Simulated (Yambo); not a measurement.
## Convergence of the G0W0 gap of CdClOH

G0W0@LDA for CdClOH (space group P6_3mc, No. 186) in Yambo. Reference settings: 3×3×1 Γ-centred k mesh, bands 9 to 192 and a 7 Ry block in the screening, 192 bands in G with the Bruneval-Gonze terminator, plasmon pole fitted at 27.2 eV. The LDA gap Γ → Γ on this mesh is 2.16 eV; G0W0 gaps are taken between the same points.

```json
[
 {"change from the reference": "reference settings", "G0W0 gap Γ → Γ (eV)": "4.33", "shift of the valence edge (eV)": "-1.15", "rough Yambo cost": "1"},
 {"change from the reference": "57 bands in W, 57 bands in G", "G0W0 gap Γ → Γ (eV)": "4.72", "shift of the valence edge (eV)": "-0.86", "rough Yambo cost": "about 1/5"},
 {"change from the reference": "wavefunctions cut at 30 Ry", "G0W0 gap Γ → Γ (eV)": "4.29", "shift of the valence edge (eV)": "-1.11", "rough Yambo cost": "about 1/3"},
 {"change from the reference": "exchange cut at 20 Ry", "G0W0 gap Γ → Γ (eV)": "4.15", "shift of the valence edge (eV)": "-0.77", "rough Yambo cost": "–"},
 {"change from the reference": "exchange cut at 10 Ry", "G0W0 gap Γ → Γ (eV)": "3.92", "shift of the valence edge (eV)": "-0.14", "rough Yambo cost": "–"},
 {"change from the reference": "57 bands in W, 57 bands in G, 4 Ry block", "G0W0 gap Γ → Γ (eV)": "4.68", "shift of the valence edge (eV)": "-0.86", "rough Yambo cost": "about 1/5"},
 {"change from the reference": "57 bands in W, 57 bands in G, 6 Ry block", "G0W0 gap Γ → Γ (eV)": "4.71", "shift of the valence edge (eV)": "-0.86", "rough Yambo cost": "about 1/4"},
 {"change from the reference": "151 bands in W, 151 bands in G, 3 Ry block", "G0W0 gap Γ → Γ (eV)": "4.22", "shift of the valence edge (eV)": "-1.02", "rough Yambo cost": "about 1/3"},
 {"change from the reference": "113 bands in W, 113 bands in G, 6 Ry block", "G0W0 gap Γ → Γ (eV)": "4.41", "shift of the valence edge (eV)": "-1.04", "rough Yambo cost": "about 1/2"},
 {"change from the reference": "151 bands in W, 151 bands in G, 6 Ry block", "G0W0 gap Γ → Γ (eV)": "4.34", "shift of the valence edge (eV)": "-1.09", "rough Yambo cost": "within a factor of two"},
 {"change from the reference": "2 Ry block", "G0W0 gap Γ → Γ (eV)": "4.22", "shift of the valence edge (eV)": "-1.05", "rough Yambo cost": "within a factor of two"},
 {"change from the reference": "57 bands in W, 57 bands in G, no terminator", "G0W0 gap Γ → Γ (eV)": "4.60", "shift of the valence edge (eV)": "-0.51", "rough Yambo cost": "about 1/4"},
 {"change from the reference": "113 bands in W, 113 bands in G, 3 Ry block, no terminator", "G0W0 gap Γ → Γ (eV)": "4.27", "shift of the valence edge (eV)": "-0.89", "rough Yambo cost": "about 1/3"},
 {"change from the reference": "113 bands in W, 113 bands in G, no terminator", "G0W0 gap Γ → Γ (eV)": "4.34", "shift of the valence edge (eV)": "-0.81", "rough Yambo cost": "about 1/2"},
 {"change from the reference": "no terminator", "G0W0 gap Γ → Γ (eV)": "4.27", "shift of the valence edge (eV)": "-0.99", "rough Yambo cost": "within a factor of two"}
]
```

The reference isn't shown to be the converged limit. Costs are rough (shared machines), scaled to the same edge states, and given only for runs that recompute the screening.

Spin-orbit splittings are left out.

Geometry of the Materials Project entry, not relaxed at this level; primitive cell a = b = 3.735 Å, c = 10.420 Å, α = β = 90.00°, γ = 120.00°.

A shift is the quasiparticle energy of the state minus its LDA energy.

The distance between layers or molecules is the database entry's, not relaxed here. Functionals without dispersion can leave it too large, which widens gaps and weakens the response across layers: the numbers belong to this cell.
